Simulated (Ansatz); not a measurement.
**La3ZrGa5O14: Coordination and ⁶⁹Ga quadrupole coupling**

Cell: a Materials Project structure (computed, not necessarily an observed phase), taken as it stands.

```
La Zr Ga O
1.0
     8.35570    0.00000    0.00000
    -4.17785    7.23625    0.00000
     0.00000    0.00000    5.21734
La Zr Ga O
3 1 5 14
Direct
  0.57355 0.00000 0.00000
  0.00000 0.57355 0.00000
  0.42645 0.42645 0.00000
  0.00000 0.00000 0.00000
  0.33333 0.66667 0.53017
  0.66667 0.33333 0.46983
  0.24570 0.00000 0.50000
  0.00000 0.24570 0.50000
  0.75430 0.75430 0.50000
  0.14973 0.22965 0.24538
  0.77034 0.92007 0.24538
  0.22965 0.14973 0.75462
  0.07993 0.85027 0.24538
  0.92007 0.77034 0.75462
  0.85027 0.07993 0.75462
  0.33333 0.66667 0.18100
  0.66667 0.33333 0.81900
  0.45847 0.14646 0.30083
  0.85354 0.31201 0.30083
  0.14646 0.45847 0.69917
  0.68799 0.54153 0.30083
  0.31201 0.85354 0.69917
  0.54153 0.68799 0.69917
```

Atom numbers follow the list; atoms alike are taken as one site, whose name carries the number of the first.

Computed with Ansatz: DFT, PBE, plane waves and PAW, scalar-relativistic, 420 eV cutoff, Γ-centred 3×3×4 k-points, Fermi–Dirac smearing 0.02 eV.

Q(⁶⁹Ga) = 171.0 mb.

(1) Order the Ga environments from the weakest to the strongest quadrupole coupling.
A. Ga5: 4 O at 1.82–1.88 Å
B. Ga7: 4 O at 1.87–1.89 Å; also 2 O at 2.76 Å

Answers

(1) B (19.6 MHz, η = 0.41), A (24.9 MHz, η = 0.00).

An axis of threefold or higher order runs through Ga5, so V_zz lies along it and η is zero.
